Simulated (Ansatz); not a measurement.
Relaxed HfN (rock salt):

```
CELL_PARAMETERS angstrom
      0.00000     4.54802     4.54802
      2.27401     0.00000     2.27401
      2.27401     2.27401     0.00000
ATOMIC_POSITIONS crystal
  N  0.00000 0.00000 0.00000
  N  0.50000 0.00000 0.00000
  Hf 0.25000 0.50000 0.50000
  Hf 0.75000 0.50000 0.50000
```

In this cell atom 3 (Hf, nearest neighbour N at 2.274 Å; its periodic images, 3.2 Å or more away, move with it) is moved by s towards the nearest neighbour, unit vector (-1.000, 0.000, 0.000); all other atoms and the cell stay fixed.

The numbers are results of PBE (plane waves to 420 eV, PAW, scalar-relativistic; Ansatz, a quantum-chemistry and plane-wave program), not measurements. k mesh 7×14×14 (Γ-centred), Fermi-Dirac smearing 0.05 eV. Compression counts positive. With partly filled bands, energies and forces of such displacements shift with the k mesh and the smearing. F∥ is the force on the atom along that direction. HfN is run without spin polarisation. HfN was relaxed with its symmetry unable to fall. Spin-orbit coupling is left out, though Hf is heavy. The PAW data are Ansatz's earlier set. 

```tsv
s (Å)	P (GPa)	F∥ (eV/Å)
-0.230	___	2.983
-0.184	2.5	___
-0.138	1.4	1.551
-0.092	0.6	___
-0.046	0.2	0.485
0.000	0.0	0.000
0.046	0.2	-0.485
0.092	0.6	___
0.138	1.4	-1.551
0.184	2.5	___
0.230	___	-2.983
```

Question: What belongs in the gaps?

Answer: 
- -0.230, P (GPa): 4.0
- -0.184, F∥ (eV/Å): 2.209
- -0.092, F∥ (eV/Å): 0.996
- 0.092, F∥ (eV/Å): -0.996
- 0.184, F∥ (eV/Å): -2.209
- 0.230, P (GPa): 4.0

(For displaced atoms, the force is minus the slope of the energy, and its curvature is a force constant, which sets phonon frequencies.)
